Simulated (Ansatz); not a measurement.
# Lattice vibrations of AlRu at Γ at 35 GPa

Level of theory: Ansatz, DFT LDA, scalar-relativistic, plane waves, PAW. Plane waves to 420 eV; Γ-centred k mesh 14×14×14; Fermi-Dirac smearing of 0.15 eV. No spin polarisation. Phonons by linear response, acoustic sum rule imposed.

The cell, relaxed at 35 GPa:
```xyz
2
Lattice="2.8419 0.0000 0.0000 0.0000 2.8419 0.0000 0.0000 0.0000 2.8419" Properties=species:S:1:pos:R:3 pbc="T T T"
Al    0.0000    0.0000    0.0000
Ru    1.4209    1.4209    1.4209
```

In a metal, frequencies and elastic constants depend on the k mesh and the smearing, soft modes and shear constants most. Other phases may be more stable at this pressure.

Optical modes at Γ; i marks an imaginary frequency:
| frequency (cm⁻¹) | degeneracy |
| --- | --- |
| 401 | 3 |

All 3 optical modes at Γ are real: no displacement of atoms at fixed cell lowers the energy to second order. Strains and modes at other wave vectors aren't tested by this run.

Cost: 1 run of about 0.87 core-minutes, on Intel Xeon Processor @ 2.50GHz (Skylake/Cascade Lake) (shared hosts).